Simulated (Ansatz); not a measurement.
All cells below were computed with r2SCAN (plane-wave PAW, Ansatz 0.2.0, no spin polarisation, atoms fixed as given).

**Question.** Rank them by pressure, from most stretched to most compressed.
A.
ZrSe5 (500 eV, 5×5×5 mesh on the cell that ran, as a rule the primitive one, methfessel-paxton 0.0221 eV)
```
Zr Se
1.0
     0.00000    4.23722    4.23722
     4.23722    0.00000    4.23722
     4.23722    4.23722    0.00000
Zr Se
1 5
Direct
  0.00000 0.00000 0.00000
  0.25000 0.25000 0.25000
  0.62500 0.62500 0.62500
  0.12500 0.62500 0.62500
  0.62500 0.62500 0.12500
  0.62500 0.12500 0.62500
```
B.
AgBiBrO (500 eV, 8×8×3 mesh on the cell that ran, as a rule the primitive one, fermi-dirac 0.1 eV)
```
Bi Ag Br O
1.0
     4.03338    0.00000    0.00000
     0.00000    4.03338    0.00000
     0.00000    0.00000   11.21565
Bi Ag Br O
2 2 2 2
Direct
  0.25000 0.25000 0.89120
  0.75000 0.75000 0.10880
  0.25000 0.25000 0.34470
  0.75000 0.75000 0.65530
  0.25000 0.25000 0.59600
  0.75000 0.75000 0.40400
  0.75000 0.25000 0.00000
  0.25000 0.75000 0.00000
```
C.
LaPb3 (500 eV, 7×7×7 mesh on the cell that ran, as a rule the primitive one, fermi-dirac 0.1 eV)
```
La Pb
1.0
     4.87852    0.00000    0.00000
     0.00000    4.87852    0.00000
     0.00000    0.00000    4.87852
La Pb
1 3
Direct
  0.00000 0.00000 0.00000
  0.00000 0.50000 0.50000
  0.50000 0.00000 0.50000
  0.50000 0.50000 0.00000
```

**Answer.** A (-10.4 GPa), B (-0.9 GPa), C (2.4 GPa).

Origins: LaPb3, a database entry at a rescaled volume; ZrSe5, a known structure type with other elements, at an estimated volume; AgBiBrO, a known structure type with other elements, at an estimated volume. Caveats for one or more cells: many states at the Fermi level without spin polarisation, so a magnetic state may lie lower.
